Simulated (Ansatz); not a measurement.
In:
```
In
1.0
   -1.61061     1.61061     2.52650
    1.61061    -1.61061     2.52650
    1.61061     1.61061    -2.52650
In
1
Cartesian
  0.00000   0.00000   0.00000
```

Relaxed with r²SCAN. Special points in fractions of this cell's reciprocal vectors: Γ (0.000, 0.000, 0.000); X (0.000, 0.000, 0.500); P (0.250, 0.250, 0.250); N (0.000, 0.500, 0.000); M (0.500, 0.500, -0.500); S (0.352, 0.648, -0.352); S0 (-0.352, 0.352, 0.352); R (-0.203, 0.203, 0.500); G (0.500, 0.500, -0.203).

Task: List the band energies nearest the Fermi level at these points for DFT-r²SCAN in the program Ansatz with PAW potentials.

Result: In eV from the Fermi level; about four levels below and three above (degenerate sets whole), none deeper than 8.9 eV; … stands for higher levels left out; points with the same levels are listed once.

| k | below | above |
|---|---|---|
| Γ | – | 11.12 11.12 11.40 |
| X | -2.06 -1.37 | 3.44 4.19 … |
| P | -0.97 -0.15 -0.15 | 2.05 … |
| N | -4.45 -3.57 | 7.50 10.01 … |
| M | -3.33 -3.06 | 5.29 5.29 … |
| S | -2.70 -1.35 -0.75 | 6.95 … |
| R | -1.61 -0.42 | 0.22 1.44 … |

Space group I4/mmm (body-centred tetragonal). The r²SCAN relaxation kept the symmetry of its start. Scalar-relativistic: spin–orbit coupling is off unless named, which matters more the heavier the elements.

Potentials: the earlier of the program's two PAW sets.
